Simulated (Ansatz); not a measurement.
Consider the following.

MgAu:
Space group Pm-3m (No. 221); a = b = c = 3.2182 Å, α = β = γ = 90.00°

```csv
atom,site,symmetry,x,y,z
Mg,1b,m-3m,0.5000,0.5000,0.5000
Au,1a,m-3m,0.0000,0.0000,0.0000
```

This is the LDA-relaxed structure.

Question: All from LDA in the plane-wave PAW code Ansatz, unless another level is named. Predict the density of states at the Fermi level.

Answer: 0.28 states/eV per atom (mean over ±0.08 eV).

Question: What about the formation energy from the elements (no fitted shifts)?

Answer: -0.63 eV/atom.

The workflow started from a Materials Project entry (that database holds measured and hypothetical structures alike); the Crystallography Open Database files this formula in space group No. 221, but the cells were not matched. Its standing as an ambient phase is unchecked. Symmetry was held in the LDA relaxation; of distortions, only those at the zone centre were tested. The references are the lowest solids computed at this level, not always the standard phases. Spin–orbit coupling is left out wherever it is not named.

Potentials: the later of the program's two PAW sets.
